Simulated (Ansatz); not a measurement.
## AlN with an N vacancy: do the settings matter for the field gradients?

Cell: a supercell of AlN (wurtzite type, P6_3mc) built from a structure deposited in the COD (the entry's cell lengths or inner coordinates differ somewhat from later room-temperature determinations), with all atoms left at the host's positions.

```
Al N
1.0
     9.33900    0.00000    0.00000
    -3.11300    5.39187    0.00000
     0.00000    0.00000    9.96200
Al N
24 23
Direct
  0.11111 0.33333 0.00000
  0.11111 0.33333 0.50000
  0.11111 0.83333 0.00000
  0.11111 0.83333 0.50000
  0.44444 0.33333 0.00000
  0.44444 0.33333 0.50000
  0.44444 0.83333 0.00000
  0.44444 0.83333 0.50000
  0.77778 0.33333 0.00000
  0.77778 0.33333 0.50000
  0.77778 0.83333 0.00000
  0.77778 0.83333 0.50000
  0.22222 0.16667 0.25000
  0.22222 0.16667 0.75000
  0.22222 0.66667 0.25000
  0.22222 0.66667 0.75000
  0.55556 0.16667 0.25000
  0.55556 0.16667 0.75000
  0.55556 0.66667 0.25000
  0.55556 0.66667 0.75000
  0.88889 0.16667 0.25000
  0.88889 0.16667 0.75000
  0.88889 0.66667 0.25000
  0.88889 0.66667 0.75000
  0.11111 0.33333 0.69000
  0.11111 0.83333 0.19000
  0.11111 0.83333 0.69000
  0.44444 0.33333 0.19000
  0.44444 0.33333 0.69000
  0.44444 0.83333 0.19000
  0.44444 0.83333 0.69000
  0.77778 0.33333 0.19000
  0.77778 0.33333 0.69000
  0.77778 0.83333 0.19000
  0.77778 0.83333 0.69000
  0.22222 0.16667 0.44000
  0.22222 0.16667 0.94000
  0.22222 0.66667 0.44000
  0.22222 0.66667 0.94000
  0.55556 0.16667 0.44000
  0.55556 0.16667 0.94000
  0.55556 0.66667 0.44000
  0.55556 0.66667 0.94000
  0.88889 0.16667 0.44000
  0.88889 0.16667 0.94000
  0.88889 0.66667 0.44000
  0.88889 0.66667 0.94000
```

Sites (sets of like atoms) are named by element and the number of their first atom in this list.

Reference run. Computed with Ansatz: DFT, PBE, plane waves and PAW, scalar-relativistic, 420 eV cutoff, Γ-centred 3×4×2 k-points, Fermi–Dirac smearing 0.01 eV, cell charge +3.

Question: The input is changed as follows: `scf.occupations.method`: fermi_dirac → methfessel_paxton; `scf.occupations.width`: 0.01 → 0.1. What happens to V_zz (10²¹ V/m²) and η?

Answer: 

| site | atom | V_zz reference | η reference | V_zz changed | η changed |
| --- | --- | --- | --- | --- | --- |
| Al1 | 1 | 5.31 | 0.00 | 5.30 | 0.00 |
| Al21 | 21 | 4.82 | 0.08 | 4.84 | 0.08 |
| N25 | 25 | -0.078 | 0.59 | -0.12 | 0.74 |
| N26 | 26 | 2.59 | 0.08 | 2.61 | 0.08 |
| N27 | 27 | -0.19 | 0.89 | 0.15 | 0.88 |
| N31 | 31 | -0.17 | 0.41 | -0.16 | 0.77 |
| N33 | 33 | 0.36 | 0.50 | 0.36 | 0.34 |
| N35 | 35 | 0.36 | 0.34 | 0.36 | 0.21 |
| N39 | 39 | 1.81 | 0.05 | 1.84 | 0.05 |
| N44 | 44 | 1.80 | 0.03 | 1.82 | 0.01 |
| N46 | 46 | 0.25 | 0.85 | 0.23 | 0.79 |
| N47 | 47 | 0.26 | 0.95 | 0.24 | 0.92 |

The largest change of V_zz along a kept axis is on N25, from -0.078 to -0.12. Where |V_zz| stays above 0.1 and the axes keep their order, η moves most on N31, from 0.41 to 0.77. On N27, Al17 (not all in the table) the largest principal value lies along another axis in the second run, so the two V_zz can't be compared directly. The table leaves out 35 of the 47 sites, with |V_zz| up to 4.73; their tensors move by 0.03 at most along any direction. The statements above cover all sites. SCF iterations: 11 and 11.

On the reference run: The run isn't spin-polarised, and a state with spin may lie lower. The defect repeats with the cell of 47 atoms, so it feels its images: sites between two images don't show the values beside a lone defect, and zeros or small values of η there can come from the images' arrangement. Al and N carry a gradient in the pure host already, so the values there aren't the defect's effect alone. A uniform background compensates the cell's charge. The defect cell has no gap above 0.1 eV on its mesh, so the values can hang on the smearing and the k-mesh. The cell keeps the host's lattice, where the PBE pressure is 9 GPa (in a charged cell this depends on the convention for the mean potential). The neighbours have not yet relaxed around the defect (largest force 1.9 eV/Å), so a real crystal will differ.
